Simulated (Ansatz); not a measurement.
An Ansatz (an electronic-structure program) run. Input:

Ansatz 0.2 input:
```yaml
crystal:
  lattice:
    - [5.328758366, 0.0, 0.0]
    - [0.0, 5.328758366, 0.0]
    - [0.0, 0.0, 5.328758366]
  atoms:
    - { symbol: Al, position: [0.25, 0.0, 0.5] }
    - { symbol: Al, position: [0.5, 0.25, 0.0] }
    - { symbol: Al, position: [0.5, 0.75, 0.0] }
    - { symbol: Al, position: [0.75, 0.0, 0.5] }
    - { symbol: Al, position: [0.0, 0.5, 0.75] }
    - { symbol: Al, position: [0.0, 0.5, 0.25] }
    - { symbol: N, position: [0.25, 0.5, 0.0] }
    - { symbol: N, position: [0.0, 0.25, 0.5] }
    - { symbol: N, position: [0.0, 0.75, 0.5] }
    - { symbol: N, position: [0.75, 0.5, 0.0] }
    - { symbol: N, position: [0.5, 0.0, 0.75] }
    - { symbol: N, position: [0.5, 0.0, 0.25] }
kpoints:
  mp_grid: { grid: [3, 3, 3] }
hamiltonian:
  xc: hse06
  pseudopotentials: { kind: paw }
scf:
  n_extra_bands: 12
  occupations: { method: fixed }
output:
  eigenvalues: true
  eigenstates:
    e_range: [-9.0, 12.5]
    kpoints:
      - [0.0, 0.0, 0.0]  # VBM
      - [0.0, 0.0, 0.0]  # CBM
      - [0.0, 0.0, 0.0]  # GAMMA
      - [0.5, 0.5, 0.5]  # R
      - [0.5, 0.5, 0.0]  # M
      - [0.0, 0.5, 0.0]  # X
```

Output (shortened):

```
Pseudopotential: Al, paw, valence charge 3
Pseudopotential: N, paw, valence charge 5
Functional definition: HSE06
davidson cushion auto → on  (no smearing: the cushion is to keep the highest requested band from converging to the state above it …
Crystal: 12 atoms, lattice volume = 151.314 Å³
Basis set: ecut = 420 eV, 2945 PW (Γ)
Bands: 36, of which v1, the nominal top of the filled ones, is band 24 counted from 1 (23 counted from 0)
Symmetry: 48 space group operations
Space group: Pm-3n (ITA 223), of the structure as read, at distance tolerance 5.3e-5 Å
k-points: 4 of 27
SCF iter   1: F=—  HF=-5544.072125 eV  |F-HF|=—  |Δ(HF+E_count)|=         —  Δρ=1.84e-3  dr2=7.11e-3  ethr=1.77e-3  ⟨swp⟩=8.5  Hψ=821  notcnv=0
preconditioner: auto → none
SCF iter   2: F=—  HF=-5544.079736 eV  |F-HF|=—  |Δ(HF+E_count)|=   7.61e-3  Δρ=1.28e-3  dr2=1.98e-3  ethr=1.48e-5  ⟨swp⟩=7.2  Hψ=540  notcnv=0  defer=1
SCF iter   3: F=-5544.083431 eV  HF=-5544.082476 eV  |F-HF|=9.54e-4  |Δ(HF+E_count)|=   2.74e-3  Δρ=4.55e-4  dr2=4.51e-4  ethr=4.13e-6  ⟨swp⟩=4.5  Hψ=430  notcnv=0  defer=1
SCF 1 stopped early in 3 iterations: F = -5544.083431 eV  dr2 = 4.51e-4
Crystal: 12 atoms, lattice volume = 151.314 Å³
Exchange kernel: α = 0.2500, screened, ω = 0.2079 Å⁻¹, Wigner–Seitz truncation, v(0) = 1034.7358 eV·Å³, q-mesh 3×3×3, nearest image of the exchange supercell L …
Frozen-core exchange: fock
SCF iter   1: F=—  HF=-5546.791397 eV  |F-HF|=—  |Δ(HF+E_count)|=         —  Δρ=5.61e-3  dr2=2.86e-2  ethr=9.39e-6  ⟨swp⟩=8.2  Hψ=764  notcnv=0
preconditioner: auto → none
SCF iter   2: F=—  HF=-5546.782644 eV  |F-HF|=—  |Δ(HF+E_count)|=   8.75e-3  Δρ=2.75e-3  dr2=6.55e-3  ethr=9.39e-6  ⟨swp⟩=3.0  Hψ=374  notcnv=0
SCF iter   3: F=—  HF=-5546.796227 eV  |F-HF|=—  |Δ(HF+E_count)|=   1.36e-2  Δρ=7.65e-4  dr2=1.33e-3  ethr=9.39e-6  ⟨swp⟩=4.0  Hψ=381  notcnv=0
SCF iter   4: F=—  HF=-5546.795981 eV  |F-HF|=—  |Δ(HF+E_count)|=   2.46e-4  Δρ=4.51e-4  dr2=3.79e-4  ethr=2.64e-6  ⟨swp⟩=3.2  Hψ=451  notcnv=0
iter 5 solved again at ethr=2.58e-8 eV; its pass at ethr=6.58e-7 eV (dr2=1.24e-5 eV) is discarded
SCF iter   5: F=—  HF=-5546.795877 eV  |F-HF|=—  |Δ(HF+E_count)|=   1.04e-4  Δρ=8.80e-5  dr2=2.25e-5  ethr=2.58e-8  ⟨swp⟩=3.8  Hψ=754  notcnv=0
SCF iter   6: F=-5546.796003 eV  HF=-5546.796006 eV  |F-HF|=2.96e-6  |Δ(HF+E_count)|=   1.29e-4  Δρ=4.74e-5  dr2=4.78e-6  ethr=2.07e-8  ⟨swp⟩=4.8  Hψ=512  notcnv=0
SCF 2 stopped early in 6 iterations: F = -5546.796003 eV  dr2 = 4.78e-6
hybrid outer 1: dexx = +1.708e-2 eV, tail = 2.88e-5 eV
Crystal: 12 atoms, lattice volume = 151.314 Å³
Exchange kernel: α = 0.2500, screened, ω = 0.2079 Å⁻¹, Wigner–Seitz truncation, v(0) = 1034.7358 eV·Å³, q-mesh 3×3×3, nearest image of the exchange supercell L …
Frozen-core exchange: fock
SCF iter   1: F=—  HF=-5546.796025 eV  |F-HF|=—  |Δ(HF+E_count)|=         —  Δρ=2.47e-5  dr2=6.63e-7  ethr=3.00e-7  ⟨swp⟩=3.0  Hψ=332  notcnv=0
preconditioner: auto → none
iter 2 solved again at ethr=5.33e-11 eV; its pass at ethr=1.33e-9 eV (dr2=2.56e-8 eV) is discarded
SCF iter   2: F=-5546.796025 eV  HF=-5546.796025 eV  |F-HF|=9.26e-9  |Δ(HF+E_count)|=   7.52e-8  Δρ=6.92e-6  dr2=5.87e-8  ethr=5.33e-11  ⟨swp⟩=2.5  Hψ=847  notcnv=0
SCF 3 converged in 2 iterations: F = -5546.796025 eV  dr2 = 5.87e-8
hybrid outer 2: dexx = +2.886e-7 eV, tail = 1.33e-7 eV, Δε = 1.94e-3 eV (about 1.66e-4 eV left of the loop's levels)
NSCF: frozen V_eff on 6 k-points
hybrid SCF converged: 2 outer / 8 inner (+3 warm-up), last move |dexx| = 2.89e-7 eV, tail = 1.33e-7 eV
Stability not checked (fock_operator)
Free energy (F): -5546.796025 eV
Frozen-core exchange: fock
Harris-Foulkes:  -5546.796025 eV  (|F-HF|=9.26e-9)
Internal energy: -5546.796025 eV  (E = F + TS)
E sigma→0 (E₀):  -5546.796025 eV
Fermi energy:    4.344968 eV
--- Per-component energies (eV) ---
  E_band       = -70.442501
  E_kinetic    = 960.622156
  E_local      = -1802.402388  (includes V_loc(G=0)·N_el)
  E_nonlocal   = 325.658366
  E_hartree    = 650.712899
  E_xc         = -494.701145
  E_vxc        = -520.260999  (∫ρ·V_xc dr)
  E_exx        = -107.510277  (= α·E_x^exact, valence–valence)
  E_paw        = -3581.411302  (= ΣΔE_a)
  E_vpaw       = -120.464346  (= ΣTr[D̂ρ^β])
  E_aug_tail   = 0.000602  (compensation charges beyond the density's cutoff)
  E_ewald      = -1497.362968
  E_core_change = -0.401968  (= ΣΔE_core)
  E_smearing   =  0.000000  (= −TS)
  E_closure    =  0.000000  (closes the sum)
  Σ components = -5546.796025   (vs F -5546.796025, Δ=0.00e0)
  [band-id]    e_kinetic+e_local+e_nonlocal+2·e_hartree+e_vxc+2·e_exx+e_vpaw+e_augmentation_tail = -70.441365   (vs E_band -70.442501, Δ=1.14e-3)
--- Band table (eV) ---
  k-point 0: bands = ["-12.1525", "-10.7249", "-10.7249", "-9.3490", "-9.3490", "-9.3490", "-2.1067", "-2.1067", "-1.2190", "-0.6395", "-0.6395", "-0.6395", "1.7527", "1.7527", "1.7527", "2.6356", "2.6356", "2.6356", "3.1119", "3.1119", "3.1119", "4.3450", …
  k-point 1: bands = ["-11.8399", "-11.1294", "-10.4521", "-9.7902", "-9.3402", "-9.3402", "-2.0928", "-2.0064", "-0.6968", "-0.6968", "-0.3446", "0.3710", "1.5094", "1.5094", "1.8018", "2.0467", "2.5106", "2.7188", "2.7874", "2.7874", "3.2742", "3.2742", …
  k-point 2: bands = ["-11.5559", "-11.0442", "-10.5574", "-9.9950", "-9.6876", "-9.3325", "-2.1022", "-0.9489", "-0.5555", "-0.4538", "0.1733", "0.2625", "0.9230", "1.0551", "1.4502", "2.2487", "2.2587", "2.6726", "2.8517", "2.9945", "3.0191", "3.2880", …
  k-point 3: bands = ["-11.2683", "-10.7437", "-10.7437", "-9.9593", "-9.9593", "-9.7993", "-0.8276", "-0.8276", "-0.8185", "-0.2114", "-0.0851", "0.4280", "0.4280", "1.6749", "1.9091", "2.1706", "2.1706", "2.5855", "2.5855", "2.8325", "3.0110", "3.0110", …
```

Cost: very roughly 2.8 core-minutes on shared cores.

The points marked VBM and CBM come from a semilocal run.

The start of the workflow was typed in or built on a structure type; neither database checked (COD, Materials Project) lists it. It is not the phase usual at ambient conditions (space group No. 186, 216). The cell was relaxed with r²SCAN under the symmetry of its start; whether a distortion lowers the energy is not shown.

Potentials: the later of the program's two PAW sets.

Ansatz is a plane-wave DFT program.
